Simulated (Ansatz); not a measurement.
Simulated powder pattern, Fe Kα, λ = 1.93735 Å (kinematic, ideal powder, no thermal factors, no anomalous dispersion; the 30 strongest lines at most, above 1 %, up to 2θ = 90°):

```json
[
 {"2θ (°)": "42.67", "I/Imax (%)": "49"},
 {"2θ (°)": "56.02", "I/Imax (%)": "61"},
 {"2θ (°)": "57.31", "I/Imax (%)": "100"},
 {"2θ (°)": "72.85", "I/Imax (%)": "8.9"},
 {"2θ (°)": "82.50", "I/Imax (%)": "35"},
 {"2θ (°)": "88.28", "I/Imax (%)": "1.6"},
 {"2θ (°)": "89.35", "I/Imax (%)": "68"},
 {"2θ (°)": "89.39", "I/Imax (%)": "82"}
]
```

The pattern belongs to a structure relaxed with DFT-PBE in the program Ansatz with PAW potentials.

Task: Pick the material that matches.
A. ZrB2, P6_3/mmc (Zr on 2c, B on 4f)
B. CrB2, MoSi2 or CaC2 type
C. B, Cmce (B on 8f)
D. BAs, zinc blende

Result: C, B, Cmce (B on 8f)

Task: Give the lattice parameters.

Result: a = 2.938 Å, b = 5.325 Å, c = 3.263 Å.

The start of the workflow was typed in or built on a structure type; neither database checked (COD, Materials Project) lists it. It is not the phase usual at ambient conditions (space group No. 166). The PBE relaxation kept the symmetry of its start; whether a distortion lowers the energy is not shown.

Potentials: the earlier of the program's two PAW sets.
